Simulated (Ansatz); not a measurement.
Rocksalt alloy of SrO and BaO (6 of 32 Sr sites exchanged), 64 atoms

Computed with Ansatz, DFT, PBEsol, PAW, plane waves.

Command:

```sh
ansatz run in.yaml --threads 8 --pin off --max-ram 118750MiB --runs-dir r --events-out ev --progress --plain --backend cuda --devices 0,
```

The input less its lattice and atoms:

```yaml
crystal:
  symmetry: { detect: false }
kpoints:
  mp_grid: { grid: [1, 1, 1], shift: [0.25, 0.25, 0.25] }
hamiltonian:
  xc: pbesol
scf:
  occupations: { method: fermi_dirac, width: 0.01 }
relax:
  f_tol: 0.03
  max_steps: 80
  escape_saddle: false
  adjacent_minimum: "off"
  cell: { fix: [shape] }
output:
  forces: true
  eigenvalues: true
  populations: true
```

Start:

```
O Sr Ba
1.0
    10.38519    0.00000    0.00000
     0.00000   10.38519    0.00000
     0.00000    0.00000   10.38519
O Sr Ba
32 26 6
Cartesian
  2.5725 10.3746 10.3733
  2.5814 0.0148 5.1869
  2.5979 5.2032 0.0099
  2.6156 5.1917 5.1800
  7.8103 10.3694 10.3516
  7.7948 0.0157 5.1982
  7.7592 5.1640 0.0034
  7.7966 5.2106 5.1767
  0.0419 2.5760 10.3562
  0.0286 2.5611 5.2132
  0.0004 7.8080 0.0077
  10.3721 7.7701 5.2472
  5.1700 2.5931 10.3507
  5.1982 2.5937 5.2501
  5.1785 7.7978 0.0312
  5.2111 7.8176 5.1819
  10.3787 0.0168 2.5829
  10.3548 10.3777 7.8017
  10.3684 5.2301 2.5821
  0.0064 5.2133 7.7735
  5.1904 0.0015 2.6022
  5.1481 0.0575 7.7853
  5.1856 5.2321 2.5808
  5.2022 5.1538 7.7847
  2.6066 2.5944 2.6023
  2.6024 2.6048 7.8137
  2.5901 7.8026 2.6202
  2.6335 7.7565 7.7906
  7.7792 2.5747 2.5843
  7.8423 2.6028 7.8001
  7.7684 7.8025 2.5892
  7.7649 7.7933 7.7999
  0.0249 10.3715 0.0006
  10.3557 10.3421 5.2118
  10.3726 5.1879 10.3536
  0.0019 5.2016 5.1661
  5.1672 10.3452 0.0162
  5.1729 0.0029 5.1806
  5.1505 5.2035 5.1662
  2.5724 2.5953 0.0115
  2.6004 2.6267 5.1888
  2.5765 7.8293 0.0159
  7.7776 2.6096 0.0084
  7.8296 2.5806 5.2338
  7.8008 7.7660 10.3411
  7.8015 7.7784 5.2064
  2.5965 0.0293 2.6315
  2.5914 5.1926 7.7722
  7.7816 0.0060 2.6118
  7.7922 10.3643 7.7997
  7.7828 5.1814 7.7616
  0.0077 2.5723 2.6079
  10.3804 2.6050 7.7953
  10.3725 7.7940 2.5773
  0.0014 7.8040 7.7938
  5.2045 2.5996 2.5955
  5.1774 2.6057 7.7739
  5.1919 7.7888 2.5650
  5.1800 5.2092 10.3827
  2.5988 7.7782 5.1811
  2.6221 0.0319 7.7486
  2.5957 5.2121 2.6230
  7.7575 5.1894 2.6275
  5.1585 7.7989 7.7591
```

Steps:

| step | energy less the first (eV) | largest force component (eV/Å) | pressure (GPa) |
| --- | --- | --- | --- |
| start | 0.000 | 0.847 | 0.63 |
| 1 | -0.561 | 0.671 | -0.93 |
| 2 | -1.052 | 0.036 | 0.07 |
| 3 | -1.052 | 0.009 | 0.00 |
| 4 | -1.059 | 0.009 | 0.01 |

A structure on the way, about -0.56 eV from the start:

```xyz
64
Lattice="10.4272 0.0000 0.0000 0.0000 10.4272 0.0000 0.0000 0.0000 10.4272" Properties=species:S:1:pos:R:3 pbc="T T T"
O     2.5939   10.4040    0.1124
O     2.6163    0.1057    5.0970
O     2.4758    5.2156   10.3184
O     2.6300    5.1038    5.3154
O     7.8105   10.4112   10.4148
O     7.8408    0.0072    5.2123
O     7.9386    5.1957   10.3029
O     7.8406    5.2195    5.3240
O     0.0239    2.6199    0.0034
O    10.4226    2.6176    5.2049
O    10.4218    7.8230    0.0038
O    10.3099    7.8233    5.2323
O     5.2182    2.4998    0.0226
O     5.2042    2.6159    5.2118
O     5.2021    7.9570    0.1168
O     5.3084    7.8327    5.1194
O    10.4224    0.0080    2.6158
O    10.3044   10.3991    7.8075
O    10.4239    5.2398    2.6239
O    10.4216    5.2157    7.8206
O     5.2028    0.0237    2.6095
O     5.2935    0.0965    7.8062
O     5.1996    5.2318    2.7297
O     5.2186    5.1182    7.6818
O     2.6091    2.4984    2.6216
O     2.6067    2.7248    7.8200
O     2.5916    7.9367    2.5070
O     2.5170    7.7000    7.9289
O     7.8111    2.4892    2.5967
O     7.8598    2.6262    7.8033
O     7.8263    7.9287    2.6121
O     7.9306    7.8224    7.8357
Sr   10.4025    0.0153   10.4269
Sr   10.4098    0.0231    5.2171
Sr    0.0100    5.2104   10.4140
Sr   10.4067    5.2234    5.2491
Sr    5.2239    0.0422    0.0141
Sr    5.2612    0.0330    5.1801
Sr    5.2401    5.1864    5.2435
Sr    2.6050    2.5988   10.4145
Sr    2.5887    2.5892    5.2243
Sr    2.5727    7.8281    0.0071
Sr    7.8234    2.5677   10.3934
Sr    7.8112    2.5751    5.2450
Sr    7.8375    7.8498    0.0013
Sr    7.8056    7.8263    5.2143
Sr    2.5978    0.0161    2.5982
Sr    2.5767    5.1887    7.8557
Sr    7.8140   10.4140    2.5896
Sr    7.8192    0.0257    7.8553
Sr    7.8196    5.1922    7.8037
Sr   10.4191    2.5670    2.5971
Sr   10.4185    2.5943    7.8360
Sr   10.3951    7.8432    2.5628
Sr   10.4194    7.8039    7.8300
Sr    5.2169    2.5628    2.6009
Sr    5.2247    2.6085    7.8248
Sr    5.2454    7.8713    2.6059
Ba    5.1903    5.2027   10.3853
Ba    2.5772    7.8414    5.1932
Ba    2.5857    0.0586    7.8323
Ba    2.5707    5.2024    2.5550
Ba    7.8391    5.2161    2.6155
Ba    5.2301    7.8110    7.8307
```

End:

```
O Sr Ba
1.0
    10.39274    0.00000    0.00000
     0.00000   10.39274    0.00000
     0.00000    0.00000   10.39274
O Sr Ba
32 26 6
Direct
  0.24785 0.00151 0.00510
  0.24961 0.00730 0.49334
  0.24156 0.49787 0.99272
  0.24802 0.49200 0.50805
  0.75122 0.00087 0.99937
  0.75059 0.00165 0.49990
  0.75686 0.49987 0.99069
  0.75131 0.49831 0.50760
  0.99915 0.24874 0.00042
  0.99834 0.24970 0.49960
  0.99802 0.75194 0.00163
  0.99327 0.75079 0.49858
  0.50023 0.24392 0.00176
  0.50159 0.24881 0.49874
  0.50162 0.75873 0.00778
  0.50818 0.75272 0.49264
  0.99825 0.00087 0.25024
  0.99325 0.00145 0.74930
  0.99949 0.49996 0.25239
  0.99801 0.49823 0.74863
  0.50146 0.00184 0.25112
  0.50808 0.00745 0.74790
  0.49971 0.49822 0.25957
  0.50157 0.49208 0.74306
  0.24935 0.24374 0.24829
  0.24805 0.25440 0.75169
  0.24789 0.75889 0.24286
  0.24040 0.74209 0.75892
  0.75022 0.24251 0.24936
  0.75133 0.24962 0.75023
  0.75129 0.75913 0.24813
  0.75580 0.75072 0.75133
  0.99804 0.00081 0.00120
  0.99666 0.00187 0.49851
  0.99919 0.49972 0.99668
  0.99803 0.49815 0.50288
  0.50179 0.00202 0.00312
  0.50369 0.00354 0.49694
  0.50177 0.49606 0.50162
  0.24767 0.24841 0.00005
  0.24931 0.24975 0.49979
  0.24556 0.75230 0.00156
  0.75145 0.24728 0.99829
  0.75041 0.24863 0.50131
  0.75283 0.75392 0.99978
  0.75140 0.75216 0.49989
  0.24930 0.00208 0.24862
  0.24573 0.49660 0.75023
  0.75039 0.00094 0.24974
  0.75133 0.00184 0.74986
  0.75276 0.49821 0.74859
  0.99929 0.24710 0.24999
  0.99800 0.25081 0.74990
  0.99784 0.75408 0.24861
  0.99686 0.74876 0.75151
  0.50019 0.24586 0.25150
  0.50181 0.24967 0.74846
  0.50194 0.75605 0.25013
  0.49943 0.49923 0.99876
  0.24874 0.74984 0.49851
  0.24893 0.00191 0.75070
  0.24857 0.49914 0.24979
  0.75066 0.50055 0.25064
  0.50176 0.75006 0.74992
```

Self-consistency was reached.

Time: 7.6 s of wall time on one NVIDIA GB300 with 8 processor threads, on a host shared with other runs; peak host memory 2 GiB.

(1) How much energy did the relaxation gain, and which atom moved most?

## Answers

(1) 1.06 eV in 4 steps, from a start with small random displacements; atom 28 (O) moved 0.17 Å, the median atom 0.06 Å (drift of the whole cell removed).
